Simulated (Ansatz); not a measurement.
BeTe:
```
CELL_PARAMETERS angstrom
      3.91153     0.00000     0.00000
     -1.95577     3.38749     0.00000
      0.00000     0.00000     6.46347
ATOMIC_POSITIONS crystal
  Be 0.66667 0.33333 0.50081
  Be 0.33333 0.66667 0.00081
  Te 0.66667 0.33333 0.87419
  Te 0.33333 0.66667 0.37419
```

x, y and z are the axes in which the lattice vectors are written.

**Question.** Give the proper piezoelectric stress tensor with relaxed ions from LDA (plane waves, PAW; program Ansatz).

**Answer.** In C/m², rows x, y, z, Voigt columns; mesh uncertainty up to 0.00.
```
 0.00   0.00   0.00   0.00   0.07   0.00
 0.00   0.00   0.00   0.07   0.00   0.00
 0.09   0.09  -0.28   0.00   0.00   0.00
```

The elastic tensor of the same run (GPa):

```
 126  37.6  24.4   0.0   0.0   0.0
37.6   126  24.4   0.0   0.0   0.0
24.4  24.4   147   0.0   0.0   0.0
 0.0   0.0   0.0  35.2   0.0   0.0
 0.0   0.0   0.0   0.0  35.2   0.0
 0.0   0.0   0.0   0.0   0.0  44.3
```

**Question.** Convert to strain constants d = e·S.

**Answer.** In pC/N:
```
 0.0   0.0   0.0   0.0   2.0   0.0
 0.0   0.0   0.0   2.0   0.0   0.0
 0.9   0.9  -2.2   0.0   0.0   0.0
```

Space group P6_3mc (wurtzite). The workflow started from a Materials Project entry (that database holds measured and hypothetical structures alike); the Crystallography Open Database copy checked does not list it. COD files the formula under space group No. 216, so this cell is another polymorph or a model. Whether it is the stable phase at ambient conditions was not checked. The LDA relaxation kept the symmetry of its start; of distortions, only those at the zone centre were tested. Scalar-relativistic: spin–orbit coupling is off unless named, which matters more the heavier the elements.

Potentials: the later of the program's two PAW sets.
